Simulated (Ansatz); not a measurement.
## Is this K₂Au structure stable?

It was reached by relaxing an invented guess, and it needn't be the stable form of this composition.

Method: Ansatz 0.2.0, DFT PBE, scalar-relativistic, plane waves, PAW. Settings of the last relaxation (3-atom cell): 420 eV, 12×12×6 k points, Gaussian smearing of 0.10 eV, no spin polarisation.

```yaml
crystal:
  lattice:
    - [4.73300, 0.00000, 0.00000]
    - [-2.36650, 4.09890, 0.00000]
    - [0.00000, 0.00000, 8.05838]
  atoms:
    - { symbol: K, position: [0.33333, 0.66667, 0.24070] }
    - { symbol: K, position: [0.66667, 0.33333, 0.75930] }
    - { symbol: Au, position: [0.00000, 0.00000, 0.00000] }
```

The zero of energy is the elements' standard structures at the same level; no fitted shifts are applied.

Q: These tests were run: energy against the elements; phonons on a 2×2×1 q mesh. What do they show?

A:

| test | result |
| --- | --- |
| energy against the elements | −0.17 eV/atom |
| phonons on a 2×2×1 q mesh | no imaginary mode on the mesh |

It fails none of these tests. Whether a mixture of other phases lies lower isn't tested here.

These runs have no spin–orbit coupling, which can matter for Au. The run for the phonons used a 12×12×6 k mesh and Fermi–Dirac smearing of 0.15 eV.
